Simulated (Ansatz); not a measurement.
In$_{3}$P: from a first guess to the relaxed D03 type

First guess:

```
CELL_PARAMETERS angstrom
0.00000 3.47296 3.47296
3.47296 0.00000 3.47296
3.47296 3.47296 0.00000
ATOMIC_POSITIONS crystal
P 0.00000 0.00000 0.00000
In 0.50000 0.50000 0.50000
In 0.25000 0.25000 0.25000
In 0.75000 0.75000 0.75000
```

Computed with DFT, PBE, PAW with Ansatz's default frozen-core files, scalar-relativistic in Ansatz 0.2.0.

Cell and atoms relax within the symmetry of the start on a 10×10×10 k mesh with 0.03 eV Fermi–Dirac smearing.

The start is built from a prototype, known or not as a phase of this compound; the cutoff is 420 eV.

No spin–orbit coupling, which matters for the heavy atoms here.

**Question.** What is the pressure of the first guess?

**Answer.** 10.07 GPa.

**Question.** What does it relax to?

**Answer.** a = 7.344 Å, b = 7.344 Å, c = 7.344 Å, α = 90.00°, β = 90.00°, γ = 90.00° (conventional cell), 24.75 Å³ per atom:
```xyz
4
Lattice="0.0000 3.6719 3.6719 3.6719 0.0000 3.6719 3.6719 3.6719 0.0000" Properties=species:S:1:pos:R:3 pbc="T T T"
P     0.0000    0.0000    0.0000
In    3.6719    3.6719    3.6719
In    1.8359    1.8359    1.8359
In    5.5078    5.5078    5.5078
```

**Question.** How much energy does the relaxation release?

**Answer.** 102 meV/atom.
